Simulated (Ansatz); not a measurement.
NbN:
```
NbN
1.0
    2.90561     0.00000     0.00000
   -1.45280     2.51633     0.00000
    0.00000     0.00000     5.81430
Nb N
2 2
Direct
  0.00000   0.00000   0.50000
  0.00000   0.00000   0.00000
  0.66667   0.33333   0.25000
  0.33333   0.66667   0.75000
```

Relaxed with PBEsol.

Question: Give the Bader charges and basin volumes of the independent atoms, the program Ansatz at the PBEsol level (PAW).

Answer: 

```tsv
atom	Bader charge (e)	Bader volume (Å³)
Nb1	+1.57	11.3
N3	-1.57	10.0
```

Space group P6_3/mmc (NiAs type). The first step of the workflow began from a Materials Project structure, measured or hypothetical; the Crystallography Open Database files this formula in space group No. 194, but the cells were not matched. It is not the phase usual at ambient conditions (space group No. 225). Symmetry was held in the PBEsol relaxation; whether a distortion lowers the energy is not shown. No spin polarisation was allowed.

Potentials: the later of the program's two PAW sets.
